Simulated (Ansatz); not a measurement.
BaZrO₃ (cubic perovskite, space group No. 221), LDA in the plane-wave PAW code Ansatz: ε∞ = 4.91, cell volume 71.34 Å³. Infrared-active transverse modes:

| ω_TO (cm⁻¹) | oscillator strength S_xx (e²/amu) |
|---|---|
| 91.3 | 0.5776 |
| 193.4 | 0.8604 |
| 527.1 | 0.9700 |

Problem. Compute the static dielectric constant.

Solution. Each mode adds (4.921e7/V) S/ω²: 47.83, 15.86, 2.41. So ε0 = 71.0.

Space group Pm-3m (cubic perovskite). The cell was relaxed with LDA under the symmetry of its start. At this level the phase is dynamically unstable (imaginary phonons). No spin polarisation was allowed. Spin–orbit coupling is left out wherever it is not named.

Potentials: the later of the program's two PAW sets.
